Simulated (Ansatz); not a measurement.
CoC₆:
```xyz
7
Lattice="0.0000 3.7511 -2.1782 0.0000 3.7511 2.1782 3.5415 0.0000 0.0000" Properties=species:S:1:pos:R:3 pbc="T T T"
C      0.0000     3.7511     2.1583
C      0.0000     2.4897     1.4115
C      0.0000     2.5084    -0.0431
C      0.0000     5.0125     1.4115
C      0.0000     4.9937    -0.0431
C      0.0000     3.7511    -0.7584
Co     1.7707     3.7511     1.0225
```
Starting moments (μB, in the order of the atoms C C C C C C Co): 0.0 0.0 0.0 0.0 0.0 0.0 1.1.

Relaxed with PBE. Special points in fractions of this cell's reciprocal vectors: Γ (0.000, 0.000, 0.000); Y (0.500, 0.500, 0.000); F0 (0.334, 0.666, 0.000); Δ0 (-0.334, 0.334, 0.000); Z (0.000, 0.000, 0.500); B0 (-0.334, 0.334, 0.500); G0 (0.334, 0.666, 0.500); T (0.500, 0.500, 0.500); S (0.000, 0.500, 0.000); R (0.000, 0.500, 0.500).

Task: List the band energies nearest the Fermi level at these points for plane-wave PAW PBE (Ansatz code).

Result: In eV from the Fermi level; about four levels below and three above (degenerate sets whole), none deeper than 8.9 eV; points with the same levels are listed once.

```tsv
k	below	above
Γ ↑	-1.63 -1.56 -1.10 -1.10	1.47 1.59 1.69
Y ↑	-1.68 -1.47 -1.35 -0.87	1.25 3.25 3.39
F0 ↑	-1.62 -1.56 -1.38 -0.90	3.44 3.68 3.90
Z ↑	-1.91 -1.62 -1.28 -0.13	0.16 5.86 6.51
B0 ↑	-2.17 -1.82 -1.81 -1.34	2.51 3.08 3.20
T ↑	-2.09 -1.85 -1.76 -1.31	0.61 4.01 4.51
S ↑	-1.60 -1.43 -1.21 -0.28	0.87 3.15 3.45
R ↑	-2.19 -1.85 -1.74 -1.28	0.60 3.95 4.70
Γ ↓	-1.10 -1.10 -0.91 -0.77	1.94 2.22 2.65
Y ↓	-1.36 -1.05 -0.65 -0.53	0.34 1.63 3.27
F0 ↓	-1.45 -0.85 -0.83 -0.12	0.11 3.45 3.86
Z ↓	-3.28 -3.02 -1.23 -0.28	0.00 0.44 0.71
B0 ↓	-1.83 -1.50 -1.22 -0.37	0.08 2.57 3.25
T ↓	-2.70 -1.37 -1.36 -0.31	0.15 1.10 4.01
S ↓	-1.43 -0.86 -0.68 -0.32	0.53 1.48 3.18
R ↓	-2.78 -1.56 -1.11 -0.32	0.09 1.05 3.97
```

Space group Amm2. The start of the workflow was typed in or built on a structure type; neither database checked (COD, Materials Project) lists it. Whether it is the stable phase at ambient conditions was not checked. The PBE relaxation kept the symmetry of its start; whether a distortion lowers the energy is not shown. Spin order of the final state: ferromagnetic, the only order run, not a proven ground state. The cell computed holds one magnetic atom, so no antiferromagnetic order was within reach. Its formation energy is positive at this level, so the cell may be metastable or incomplete.

Potentials: the earlier of the program's two PAW sets.
